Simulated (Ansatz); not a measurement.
FePt:
Space group P4/mmm (No. 123); a = 2.688 Å, b = 2.688 Å, c = 3.713 Å, α = 90.00°, β = 90.00°, γ = 90.00°

```tsv
atom	site	symmetry	x	y	z
Fe	1a	4/mmm	0.0000	0.0000	0.0000
Pt	1d	4/mmm	0.5000	0.5000	0.5000
```
The run is spin-polarised.

Relaxed at zero pressure with DFT-PBEsol in the program Ansatz with PAW potentials.

### Question
The volume is raised by 3 % and shape and atoms relax at that volume. What pressure results, and how do the axes share the change?

### Answer
-6.5 GPa; a 1.0 %, b 1.0 %, c 1.0 %; the energy rises by 8 meV/atom.

### Question
Give the new structure.

### Answer

Space group P4/mmm (No. 123); a = b = 2.714 Å, c = 3.752 Å, α = β = γ = 90.00°

```csv
atom,site,symmetry,x,y,z
Fe,1a,4/mmm,0.0000,0.0000,0.0000
Pt,1d,4/mmm,0.5000,0.5000,0.5000
```

The phase is kept; no other phase was compared at this pressure.

Symmetry was held in the PBEsol relaxation. Spin order of the final state: ferromagnetic, chosen from 5 collinear starts compared on coarse meshes (ties went to the first, and starts can fall back to one state), not a proven ground state. Textbook magnetic order: ferromagnetic. Axis ratios of metals converge slowly with the k-mesh, so a and c are less sure than the volume. Scalar-relativistic: spin–orbit coupling is off unless named, which matters more the heavier the elements.

Potentials: the later of the program's two PAW sets.
